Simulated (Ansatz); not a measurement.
Given:

Y:
```
CELL_PARAMETERS angstrom
      3.59953     0.00000     0.00000
     -1.79976     3.11728     0.00000
      0.00000     0.00000     5.57923
ATOMIC_POSITIONS crystal
  Y  0.33333 0.66667 0.25000
  Y  0.66667 0.33333 0.75000
```

This is the PBEsol-relaxed structure. x, y and z are the axes in which the lattice vectors are written.

Problem. All from DFT-PBEsol in the program Ansatz with PAW potentials, unless another level is named. Give the highest zone-centre frequency.

Solution. 154 cm^-1.

Problem. And the Hill bulk and shear moduli?

Solution. 42.6 and 26.7 GPa.

Problem. What about the elastic constants (relaxed ions, GPa)?

Solution. C11 = 77.3, C12 = 25.3, C13 = 23.6, C33 = 83.9, C44 = 26.3.

Problem. Predict the vibrational entropy at 300 K.

Solution. 43.5 J/(K·mol of atoms).

Space group P6_3/mmc (hcp (Mg type)). The PBEsol relaxation kept the symmetry of its start; phonons on a q-mesh show no instability. The workflow began spin-polarised and lost its moments. As this level gives no gap, shear constants depend on the k-mesh and smearing (Fermi–Dirac, 0.1 eV here). As this level gives no gap, phonon frequencies hold no LO–TO term and depend on the k-mesh and smearing (Fermi–Dirac, 0.1 eV here). On the denser mesh and wider smearing of the elastic run this cell carries a stress of 0.4 GPa.

Potentials: the earlier of the program's two PAW sets.
